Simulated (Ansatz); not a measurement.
The calculation used Ansatz 0.2.0, DFT PBE, scalar-relativistic, plane waves, PAW. All cells share a 420 eV cutoff and Γ-centred k meshes spaced about 0.3 Å⁻¹ or finer (0.25 for metals, 2π included). No spin polarisation in the final relaxations.

These are static total energies at zero pressure. All come from trial cells, and lower structures may exist.

Task: These unrelaxed guesses for Mg3Cd2Te3 are each relaxed within their symmetry. Order them by the energy at which they end, lowest first.
A.

```
Mg Cd Te
1.0
     4.17000    0.00000    0.00000
     0.00000    4.17000    0.00000
     0.00000    0.00000   11.10000
Mg Cd Te
3 2 3
Direct
  0.50000 0.50000 0.73400
  0.00000 0.00000 0.00000
  0.50000 0.50000 0.26600
  0.00000 0.50000 0.50000
  0.50000 0.00000 0.50000
  0.00000 0.00000 0.73400
  0.50000 0.50000 0.00000
  0.00000 0.00000 0.26600
```

B.

```
Mg Cd Te
1.0
     5.95359    0.00000    0.00000
     0.00000    5.95359    0.00000
     0.00000    0.00000    5.95359
Mg Cd Te
3 2 3
Direct
  0.50000 0.00000 0.00000
  0.00000 0.50000 0.00000
  0.00000 0.00000 0.50000
  0.00000 0.00000 0.00000
  0.50000 0.50000 0.50000
  0.00000 0.50000 0.50000
  0.50000 0.00000 0.50000
  0.50000 0.50000 0.00000
```

C.

```
Mg Cd Te
1.0
     8.60000    0.00000    0.00000
    -4.30000    7.44782    0.00000
     0.00000    0.00000    6.02000
Mg Cd Te
6 4 6
Direct
  0.76400 0.76400 0.25000
  0.00000 0.23600 0.25000
  0.23600 0.00000 0.25000
  0.76400 0.00000 0.75000
  0.23600 0.23600 0.75000
  0.00000 0.76400 0.75000
  0.66667 0.33333 0.50000
  0.66667 0.33333 0.00000
  0.33333 0.66667 0.00000
  0.33333 0.66667 0.50000
  0.00000 0.59900 0.25000
  0.59900 0.00000 0.25000
  0.40100 0.40100 0.25000
  0.00000 0.40100 0.75000
  0.40100 0.00000 0.75000
  0.59900 0.59900 0.75000
```

Result: A (ends in P4/mmm, 0 meV/atom), C (ends in P6_3/mcm, 101 meV/atom), B (ends in Pm-3m, 157 meV/atom).

These runs have no spin–orbit coupling, which can matter for Te. With atoms moved at random, P4/mmm (by 25 meV/atom) fell into a lower structure. Without a clear test, and held by symmetry: P6_3/mcm and Pm-3m. Some candidate types were left out of the draw beforehand, so a known form may be missing.
